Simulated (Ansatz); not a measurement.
B$_{6}$As: excitons and shallow donors from band masses and screening

Computed with Ansatz 0.2.0, DFT PBEsol, scalar-relativistic, plane waves, PAW.

Plane waves to 420 eV, a k mesh through Γ of 6×6×6 on the computed 14-atom cell and Gaussian smearing (0.02 eV); no spin polarisation.

Relaxed cell: R-3m, a = 6.123 Å, b = 6.123 Å, c = 11.844 Å, α = 90.00°, β = 90.00°, γ = 120.00°, 14 atoms in the primitive cell. Whether it is the stable form of this composition wasn't checked.

The calculation gives a Kohn–Sham gap of 2.62 eV, an electron mass of 0.339 mₑ and a hole mass of 0.737 mₑ (harmonic means over x, y, z and over the bands degenerate at each edge), and ε∞ = 8.32 (independent particles, mean of the diagonal). Masses and screening differ among the axes, which the isotropic model averages.

Q: Estimate the binding energy and radius of a Wannier–Mott exciton and of a shallow donor, and say whether the hydrogenic model can hold.

A: The reduced mass is μ = mₙmₕ/(mₙ + mₕ) = 0.232 mₑ, with mₙ and mₕ the band masses. With E_b = 13.606 eV × μ/ε² and a = 0.529 Å × ε/μ (μ in mₑ) the exciton has E_b = 46 meV and a = 19.0 Å. For a donor μ is the electron mass: 67 meV and 13.0 Å. The exciton's radius is 4 times the shortest lattice vector (5.30 Å), so the continuum picture is reasonable. In a polar crystal the ions screen too, so a state bound more weakly than an optical phonon feels the larger static constant, which lowers the energy and widens the orbit. The other way, the small Kohn–Sham gap and the missing local fields make ε∞ too large and the masses tend to be too light, which underbinds. The edges lie at different points of the zone, so the exciton is indirect.

Cost: 4 runs of about 7.9 core-minutes in all, on Oxide Virtual Turin-like Processor (Zen 5) (shared hosts).